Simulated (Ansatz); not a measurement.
Starting cell, P (black-P type, space group Cmce):

```
P
1.0
    1.65109    -5.34545     0.00000
    1.65109     5.34545     0.00000
    0.00000     0.00000     4.46660
P
4
Cartesian
  1.65109   1.05938   2.61322
  1.65109  -1.05938   1.85338
  1.65109  -4.28606   4.08668
  1.65109   4.28606   0.37992
```

Two-dimensional scan of atom 2 (P, nearest neighbour P at 2.213 Å; its periodic images, 3.3 Å or more away, move with it): u runs along (1.000, 0.000, 0.000), v along (0.000, 1.000, 0.000) (Cartesian). Cell and other atoms are fixed.

The numbers are results of r2SCAN+rVV10 (plane waves to 500 eV, PAW, scalar-relativistic; Ansatz, a first-principles code), not measurements. k mesh 8×8×6 (Γ-centred), Fermi-Dirac smearing 0.05 eV. E stands for the smeared free energy. Points where atoms come too close for the PAW data are left out (x in tables, blank in figures). With partly filled bands, energies and forces of such displacements shift with the k mesh and the smearing. P was relaxed with its symmetry unable to fall. The PAW data are Ansatz's earlier set. ΔE is measured from the undisplaced structure. Axes are in Å.

Problem. Estimate the ΔE (meV/cell) for all points of the grid u = -0.730, -0.365, 0.000, 0.365, 0.730 by v = -0.730, -0.365, 0.000, 0.365, 0.730.

Solution. ΔE (meV/cell), with u across and v down:

```tsv
v \ u	-0.730	-0.365	0.000	0.365	0.730
-0.730	2449	1657	1387	1657	2449
-0.365	2727	1080	452	1080	2727
0.000	2928	799	0	799	2928
0.365	3192	1615	1026	1615	3192
0.730	5171	6175	x	6175	5171
```

(A displaced cell: forces are minus the slopes of the energy, force constants its curvatures, and phonons follow from these.)
